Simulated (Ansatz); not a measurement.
Relaxed-ion elastic tensor of VCo3 (Cu3Au type, Pm-3m) in GPa (Voigt order), PBEsol (plane waves, PAW; program Ansatz); density 9.08 g/cm³, 10.41 Å³ per atom.

```
     1    2    3    4    5    6
-  ---  ---  ---  ---  ---  ---
1  424  205  205  0.0  0.0  0.0
2  205  424  205  0.0  0.0  0.0
3  205  205  424  0.0  0.0  0.0
4  0.0  0.0  0.0  217  0.0  0.0
5  0.0  0.0  0.0  0.0  217  0.0
6  0.0  0.0  0.0  0.0  0.0  217
```

Task: Is the crystal mechanically stable?

Result: Yes: the smallest eigenvalue of C is 217 GPa.

Task: Work out the Voigt, Reuss and Hill averages.

Result: K_V = 278, K_R = 278, K_H = 278; G_V = 174, G_R = 156, G_H = 165 GPa.

Task: Give Young's modulus, Poisson's ratio, Pugh's ratio and the universal anisotropy index.

Result: E = 9KG/(3K + G) = 413 GPa; ν = 0.25; K/G = 1.69 (near the Pugh limit of 1.75, no verdict); A_U = 5G_V/G_R + K_V/K_R − 6 = 0.58.

Task: Estimate the sound speeds and the Debye temperature.

Result: v_l = √((K + 4G/3)/ρ) = 7400 m/s, v_t = √(G/ρ) = 4260 m/s, mean 4730 m/s; Θ = (h/k)(3n/4πV)^(1/3) v_m = 645 K.

Task: Give the Zener ratio and Young's modulus along [100], [110] and [111].

Result: A = 2C44/(C11 − C12) = 1.98; 1/E = S11 − 2(S11 − S12 − S44/2)Γ with Γ = 0, 1/4, 1/3 gives 290, 432, 516 GPa.

The workflow started from a Materials Project entry (that database holds measured and hypothetical structures alike); the Crystallography Open Database copy checked does not list it. With V and Co taken as one species the cell has the higher symmetry Fm-3m, so it may be an ordered model of a mixed-site phase. Its standing as an ambient phase is unchecked. Symmetry was held in the PBEsol relaxation; of distortions, only those at the zone centre were tested. The run is not spin-polarised. As this level gives no gap, shear constants depend on the k-mesh and smearing (Fermi–Dirac, 0.1 eV here). On the denser mesh and wider smearing of the elastic run this cell carries a stress of 0.3 GPa.

Potentials: the later of the program's two PAW sets.
